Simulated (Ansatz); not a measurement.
**Computed energy over volume and axial ratio: C (graphite type, space group P6_3/mmc)**

C (graphite type, space group P6_3/mmc)

```yaml
crystal:
  lattice:
    - [2.45828, 0.00000, 0.00000]
    - [-1.22914, 2.12894, 0.00000]
    - [0.00000, 0.00000, 6.56476]
  atoms:
    - { symbol: C, position: [0.00000, 0.00000, 0.25000] }
    - { symbol: C, position: [0.00000, 0.00000, 0.75000] }
    - { symbol: C, position: [0.33333, 0.66667, 0.25000] }
    - { symbol: C, position: [0.66667, 0.33333, 0.75000] }
```

Grid over V/V₀ and (c/a)/(c/a)₀, subscript 0 meaning the relaxed cell; the conventional c axis lies along z; no internal relaxation.

The numbers are results of PBEsol-D3(BJ) (plane waves to 420 eV, PAW, scalar-relativistic; Ansatz, a first-principles code), not measurements. k mesh 15×15×5 (Γ-centred), Fermi-Dirac smearing 0.05 eV. The energy includes the smearing's −TS. Compression counts positive. With partly filled bands, the response to shear is sensitive to the k mesh, so small differences along c/a are uncertain. C was relaxed with its symmetry unable to fall. The zero of ΔE is the relaxed starting cell.

ΔE (meV/atom), with V/V₀ across and (c/a)/(c/a)₀ down:

```csv
(c/a)/(c/a)₀ \ V/V₀,0.920,0.960,1.000,1.040,1.080
0.880,35,72,133,211,303
0.940,10,7,32,78,143
1.000,59,14,0,12,46
1.060,174,84,30,5,6
1.120,342,210,115,52,18
```

σzz (GPa), with V/V₀ across and (c/a)/(c/a)₀ down:

```csv
(c/a)/(c/a)₀ \ V/V₀,0.920,0.960,1.000,1.040,1.080
0.880,8.1,6.5,5.2,4.1,3.2
0.940,3.9,2.8,2.0,1.4,0.9
1.000,1.2,0.5,0.0,-0.4,-0.6
1.060,-0.6,-0.9,-1.2,-1.4,-1.5
1.120,-1.6,-1.7,-1.8,-1.9,-2.0
```

Key numbers:

The modulus against c/a change at fixed volume, (3/4V)·∂²E/∂(ln c/a)² (fit, atoms clamped) is 240 GPa. Lowest place on the grid: V/V₀ = 1.000, (c/a)/(c/a)₀ = 1.000 (0 meV/atom). Highest place on the grid: V/V₀ = 0.920, (c/a)/(c/a)₀ = 1.120 (342 meV/atom).

(Under strain, the slope of the energy per volume gives the stress and its curvature an elastic modulus.)
